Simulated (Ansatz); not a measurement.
NbCd₃:
```yaml
crystal:
  lattice:
    - [4.30720, 0.00000, 0.00000]
    - [0.00000, 4.30720, 0.00000]
    - [0.00000, 0.00000, 4.30720]
  atoms:
    - { symbol: Cd, position: [0.00000, 0.50000, 0.50000] }
    - { symbol: Cd, position: [0.50000, 0.00000, 0.50000] }
    - { symbol: Cd, position: [0.50000, 0.50000, 0.00000] }
    - { symbol: Nb, position: [0.00000, 0.00000, 0.00000] }
```

Relaxed with PBE.

**Question.** Which orbitals make up the states near the Fermi level in plane-wave PAW PBE (Ansatz code)?

**Answer.** Within 0.5 eV of the Fermi level: Nb 4d 81 %, outside the projected shells 14 %. Projections are on Löwdin-orthogonalised atomic valence shells; empty p or d shells of many metals are not among them.

**Question.** Tabulate the density of states.

**Answer.** States/eV per cell of 4 atoms, in 0.25 eV bins, energy from the Fermi level.

```tsv
E (eV)	total	Nb 4d	Cd 5s	Cd 4d
-7.85	9.78	0.02	0.17	9.50
-7.60	7.08	0.00	0.19	6.80
-7.35	0.41	0.00	0.24	0.07
-7.10	0.44	0.00	0.29	0.04
-6.85	0.49	0.01	0.33	0.04
-6.60	0.56	0.01	0.38	0.04
-6.35	0.62	0.02	0.43	0.04
-6.10	0.77	0.04	0.56	0.05
-5.85	0.79	0.05	0.58	0.05
-5.60	0.74	0.07	0.54	0.04
-5.35	0.80	0.10	0.55	0.04
-5.10	0.86	0.14	0.55	0.04
-4.85	0.77	0.12	0.46	0.04
-4.60	0.71	0.10	0.41	0.04
-4.35	0.74	0.11	0.41	0.04
-4.10	0.82	0.12	0.43	0.05
-3.85	1.00	0.17	0.49	0.05
-3.60	1.11	0.21	0.52	0.06
-3.35	1.00	0.20	0.47	0.05
-3.10	0.98	0.19	0.51	0.06
-2.85	1.42	0.27	0.84	0.09
-2.60	1.67	0.44	0.91	0.11
-2.35	1.86	0.64	0.87	0.11
-2.10	1.53	0.61	0.61	0.07
-1.85	1.50	0.68	0.47	0.06
-1.60	1.98	0.96	0.41	0.07
-1.35	2.04	1.15	0.33	0.06
-1.10	2.78	1.64	0.26	0.07
-0.85	4.80	3.44	0.16	0.10
-0.60	4.80	3.79	0.08	0.09
-0.35	3.49	2.86	0.04	0.07
-0.10	2.05	1.67	0.02	0.04
0.15	1.46	1.18	0.02	0.03
0.40	1.26	1.00	0.02	0.03
0.65	1.40	1.05	0.03	0.03
0.90	1.66	1.28	0.04	0.03
1.15	4.87	3.97	0.21	0.05
1.40	2.44	1.84	0.12	0.03
1.65	3.03	1.58	0.22	0.06
1.90	2.84	1.29	0.26	0.05
2.15	2.28	0.88	0.26	0.03
2.40	1.86	0.60	0.24	0.02
2.65	1.54	0.42	0.24	0.01
2.90	1.56	0.34	0.42	0.01
3.15	1.16	0.21	0.39	0.01
3.40	0.94	0.19	0.38	0.01
3.65	3.23	0.66	1.18	0.03
3.90	2.61	0.54	0.94	0.02
4.15	1.96	0.34	0.63	0.01
4.40	1.76	0.24	0.47	0.01
4.65	1.71	0.19	0.37	0.01
```

Space group Pm-3m (Cu3Au type). The workflow started from an entry of the Crystallography Open Database (COD). Its standing as an ambient phase is unchecked. Symmetry was held in the PBE relaxation; its stability against distortions is not shown here. The run is not spin-polarised. Scalar-relativistic: spin–orbit coupling is off unless named, which matters more the heavier the elements.

Potentials: the later of the program's two PAW sets.
